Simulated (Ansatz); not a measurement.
Be2C (fluorite or antifluorite type, space group No. 225) at seven volumes, PBE in the plane-wave PAW code Ansatz, scaled uniformly. One row is withheld.

```
V (Å³/atom)  P (GPa)
-----------  -------
6.149          22.44
6.352          13.92
6.555           6.50
6.758           0.01
6.960          -5.65
7.163              ?
7.366         -14.94
```

Q: Fit the shown pressures and predict the withheld one.

A: P = (3/2)B₀(x^(7/2) − x^(5/2))[1 + (3/4)(B′ − 4)(x − 1)] with x = (V₀/V)^(2/3). Least squares on the six rows gives V₀ = 6.758 Å³/atom, B₀ = 202 GPa, B′ = 3.48. At V = 7.163, x = 0.9619 and P = -10.62 GPa. The run itself gave -10.61 GPa.

Space group Fm-3m (fluorite or antifluorite type). The cell was relaxed with PBE under the symmetry of its start.

Potentials: the later of the program's two PAW sets.
